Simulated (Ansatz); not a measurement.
Consider the following.

ZnO:
```yaml
crystal:
  lattice:
    - [3.24967, 0.00000, 0.00000]
    - [-1.62483, 2.81429, 0.00000]
    - [0.00000, 0.00000, 5.22208]
  atoms:
    - { symbol: Zn, position: [0.66667, 0.33333, 0.49992] }
    - { symbol: Zn, position: [0.33333, 0.66667, 0.99992] }
    - { symbol: O, position: [0.66667, 0.33333, 0.88039] }
    - { symbol: O, position: [0.33333, 0.66667, 0.38039] }
```

This is the HSE06-relaxed structure.

Problem. All from plane-wave PAW HSE06 (Ansatz code), unless another level is named. Estimate the band gap.

Solution. 2.50 eV (direct).

Problem. Predict the valence-band maximum.

Solution. at Γ.

Space group P6_3mc (wurtzite). The cell was relaxed with HSE06 under the symmetry of its start. The hybrid was solved on a coarse mesh, the path and, where they were found, the r²SCAN edge points; its band edges are the extreme levels among these.

Potentials: the earlier of the program's two PAW sets.
